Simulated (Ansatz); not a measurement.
Relaxation of a relaxed Fe cell, doubled along one cell vector, shaken by Gaussian noise of σ = 0.08 Å a coordinate; 2 atoms in the cell, which starts as P-1 (No. 2), aP2; a = b = 2.4811 Å, c = 4.0517 Å, α = β = 90.00°, γ = 109.47°. These are r2SCAN (plane waves to 500 eV, PAW, scalar-relativistic; Ansatz, an electronic-structure program) values and carry that method's errors. Γ-centred k-mesh 8×16×16 on the run's cell (coarser than for final values), Fermi–Dirac smearing 0.05 eV. This is the first round of the run. Spin-polarised start, with parallel moments on Fe.

The optimiser's lines from the output (shortened; P is positive under compression):

```
relax step   1: F+E_penalty+E_count = -8971.74865331 eV  Δ(F+E_penalty+E_count) = +0.000e0 eV  max|allowed force component| = 5.336e-1 eV/Å  Δτ_max = 0.0000 Å  P = +0.477 GPa  Ω = 23.515 Å³  (14 SCF iters, dr2 threshold 1.00e-7 eV, accepted)
relax step   2: F+E_penalty+E_count = -8971.77342598 eV  Δ(F+E_penalty+E_count) = -2.477e-2 eV  max|allowed force component| = 2.840e-1 eV/Å  Δτ_max = 0.0253 Å  P = +0.375 GPa  Ω = 23.451 Å³  (7 SCF iters, dr2 threshold 2.00e-7 eV, accepted)
relax step   3: F+E_penalty+E_count = -8971.78236335 eV  Δ(F+E_penalty+E_count) = -8.937e-3 eV  max|allowed force component| = 9.644e-3 eV/Å  Δτ_max = 0.0252 Å  P = -0.150 GPa  Ω = 23.494 Å³  (10 SCF iters, dr2 threshold 2.00e-7 eV, accepted)
relax step   4: F+E_penalty+E_count = -8971.78256913 eV  Δ(F+E_penalty+E_count) = -2.058e-4 eV  max|allowed force component| = 2.025e-4 eV/Å  Δτ_max = 0.0016 Å  P = +0.004 GPa  Ω = 23.472 Å³  (7 SCF iters, dr2 threshold 2.00e-7 eV, accepted)
relax step   5: F+E_penalty+E_count = -8971.78257272 eV  Δ(F+E_penalty+E_count) = -3.589e-6 eV  max|allowed force component| = 2.716e-5 eV/Å  Δτ_max = 0.0000 Å  P = -0.001 GPa  Ω = 23.472 Å³  (7 SCF iters, dr2 threshold 4.63e-9 eV, accepted)
relax step   6: F+E_penalty+E_count = -8971.78251859 eV  Δ(F+E_penalty+E_count) = +5.412e-5 eV  max|allowed force component| = 2.747e-5 eV/Å  Δτ_max = 0.0000 Å  P = -0.005 GPa  Ω = 23.472 Å³  stress off target by 8.58e-3 GPa  SCF on the basis re-selected at this cell (its energy is not comparable with the rows above)  (12 SCF iters)
```

From the first to the last row the energy changes by -0.02 eV/atom and the volume by -0.2 %. The last row is marked as not comparable with the walk above it, whose basis was carried along; it does compare with step 1, since both stand on a basis selected at the nominal cutoff for their own cell.

Later rounds, restarted from the end of this one on a renewed k-mesh, logged 4 more steps and released under 0.01 eV/atom more. The final structure after all rounds: Im-3m (No. 229), cI2, bcc (W type); a = b = c = 2.8650 Å, α = β = γ = 90.00°. Spin state reached: ferromagnetic (net 2.64 μB/atom), from parallel starting moments; other spin orders were not run from this start. r2SCAN tends to overstate moments in metals.

The run could not lose the symmetry of its start.
